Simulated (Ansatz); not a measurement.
Starting structure of a cell relaxation (symmetry kept):

```yaml
crystal:
  lattice:
    - [1.56857, 0.90561, 5.80178]
    - [-1.56857, 0.90561, 5.80178]
    - [0.00000, -1.81123, 5.80178]
  atoms:
    - { symbol: Ta, position: [0.50000, 0.50000, 0.50000] }
    - { symbol: Cu, position: [0.00000, 0.00000, 0.00000] }
    - { symbol: N, position: [0.10607, 0.10607, 0.10607] }
    - { symbol: N, position: [0.89393, 0.89393, 0.89393] }
```

Method: DFT r2SCAN, scalar-relativistic, plane waves, PAW (Ansatz).

Plane waves to 500 eV, a k mesh through Γ of 12×12×12 on the computed 4-atom cell and Gaussian smearing (0.02 eV); no spin polarisation.

Question: What does it relax to?

Answer: The volume stays the same within 0.01 Å³/atom to 12.37 Å³/atom, and the energy changes by under 0.1 meV/atom. Final structure:
Space group R-3m:H (No. 166). a = 3.139 Å, b = 3.139 Å, c = 17.388 Å, α = 90.00°, β = 90.00°, γ = 120.00°
```json
{"atom": "Ta", "site": "3b", "symmetry": "-3m", "x": "0.6667", "y": "0.3333", "z": "0.8333"}
{"atom": "Cu", "site": "3a", "symmetry": "-3m", "x": "0.0000", "y": "0.0000", "z": "0.0000"}
{"atom": "N", "site": "6c", "symmetry": "3m", "x": "0.3333", "y": "0.6667", "z": "0.7728"}
```

Spin–orbit coupling is left out, which can shift energies with elements as heavy as these.

Cost: 1 run of about 2.7 core-minutes, on Intel Xeon Platinum 8375C (Ice Lake) (shared hosts).